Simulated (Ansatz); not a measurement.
The elements of this relaxed trial crystal are hidden behind letters.

```
lattice vectors (Å)
   4.5605    0.0000    0.0000
  -2.2803    3.9495    0.0000
   0.0000    0.0000    4.5966
fractional positions
X 0.0000 0.0000 0.5000
Z 0.5000 0.0000 0.5000
Z 0.0000 0.5000 0.5000
Z 0.5000 0.5000 0.5000
Z 0.0000 0.0000 0.0000
```

The calculation used DFT PBE, scalar-relativistic, plane waves, PAW in Ansatz 0.2.0. Settings of the last relaxation (5-atom cell): 420 eV, 12×12×8 k points, Gaussian smearing of 0.10 eV, collinear spin.

| Item | Value |
| --- | --- |
| Space group | P6/mmm (No. 191) |
| Conventional cell | a = 4.561 Å, c = 4.597 Å |
| Volume per atom | 16.56 Å³ |
| Density | 4.44 g/cm³ |
| Energy over the elements | −0.62 eV/atom |
| Gap on the 12×12×8 mesh of the 5-atom cell | 0 eV (a metal) |
| Net moment per atom | 0.93 μB |

Energies are uncorrected and count from the elements' standard states at the same level.

Question: X is a lanthanide and Z is a p-block element of period 2. Which elements are they?

Answer: X = Gd, Z = O, so the formula is GdO4. Density times volume gives a mean mass of 4.44 × 16.56/1.6605 = 44.3 u per atom, and this set has 44.2 u. Gd has 8 O at 2.28–2.30 Å; around O on a site of symmetry mmm lie 2 Gd at 2.28 Å and 4 O at 2.28 Å; O on a site of symmetry 6/mmm has 2 Gd at 2.30 Å. Other sets within the hints have nearly the same mass, so mass alone doesn't settle it; this one was computed.

In such compounds of Gd a zero gap at this level may well be an artefact, since no Hubbard U is applied. The magnetic state reached may not be the lowest. A structure relaxed within its symmetry needn't be a true minimum. Another cell of GdO4 relaxed alike, in R-3m, lies 0.74 eV/atom lower, so this cell isn't the stable form at this level.
